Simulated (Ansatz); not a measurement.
Relaxation of Fe2B

Level of theory: DFT PBEsol, scalar-relativistic, plane waves, PAW in Ansatz. Run with 420 eV cutoff, 10×10×10 k-mesh, Gaussian smearing of 0.10 eV, collinear spin.

What was changed: relaxed at 2 GPa.

Command:

```bash
ansatz run input.yaml --threads 1 --pin off --max-ram 2560MiB --backend cpu --events-out ev --progress --plain --runs-dir out
```

Input:

```yaml
crystal:
  lattice:
    - [-2.4213018954, 2.4213018954, 2.4416308233]
    - [2.4213018954, -2.4213018954, 2.4416308233]
    - [2.4213018954, 2.4213018954, -2.4416308233]
  atoms:
    - { symbol: Fe, position: [0.4999887539, 0.4999887539, 0.5], spin: 2.04 }
    - { symbol: Fe, position: [0.5000112461, 1.0000112461, 0.0], spin: 2.04 }
    - { symbol: Fe, position: [-1.12461e-05, -1.12461e-05, 0.5], spin: 2.04 }
    - { symbol: Fe, position: [1.0000112461, 0.5000112461, 0.0], spin: 2.04 }
    - { symbol: B, position: [0.0, 0.0, 0.0], spin: -0.12 }
    - { symbol: B, position: [0.5, 0.5, 0.0], spin: -0.12 }
basis:
  ecutwfc: 420
kpoints:
  mp_grid: { grid: [10, 10, 10] }
hamiltonian:
  xc: pbesol
scf:
  occupations: { method: gaussian, width: 0.1 }
output:
  forces: true
  stress: true
  eigenvalues: true
  populations: true
magnetization:
  spin_polarized: true
relax:
  adjacent_minimum: "off"
  f_tol: 0.008
  max_steps: 50
  cell: { stress_tol: 0.08, p_target: 2.0 }
```

F is the free energy. Steps run on the plane waves of an earlier cell, but the last one, and at times one on the way, on a freshly chosen basis, so a repeated geometry can differ a little in energy. The relaxation lowers the enthalpy F + PV at the target pressure, so F itself can rise.

Steps:

```tsv
step	F − F(1) (eV)	largest force component (eV/Å)	V (Å³/atom)	P (GPa)
1	0.0000	0.000	9.543	4.50
2	-0.0068	0.000	9.592	3.27
3	-0.0115	0.000	9.643	2.02
4	-0.0121	0.000	9.643	2.03
```

Relaxed structure:

```yaml
crystal:
  lattice:
    - [-2.42977, 2.42977, 2.44991]
    - [2.42977, -2.42977, 2.44991]
    - [2.42977, 2.42977, -2.44991]
  atoms:
    - { symbol: Fe, position: [0.49999, 0.49999, 0.50000] }
    - { symbol: Fe, position: [0.50001, 0.00001, 0.00000] }
    - { symbol: Fe, position: [0.99999, 0.99999, 0.50000] }
    - { symbol: Fe, position: [0.00001, 0.50001, 0.00000] }
    - { symbol: B, position: [0.00000, 0.00000, 0.00000] }
    - { symbol: B, position: [0.50000, 0.50000, 0.00000] }
```

The structure is tetragonal, space group P4/mmm (No. 123). Conventional cell: a = 3.436 Å, b = 3.436 Å, c = 2.450 Å, α = 90.00°, β = 90.00°, γ = 90.00°. Fe (site symmetry mmm) has 4 B at 2.11 Å as nearest neighbours. B (site symmetry 4/mmm) is surrounded by 8 Fe at 2.11 Å.

The run converged. It took 120 s on 1 thread of Intel(R) Xeon(R) 6975P-C (Granite Rapids) (shared host), peak memory 0.74 GiB.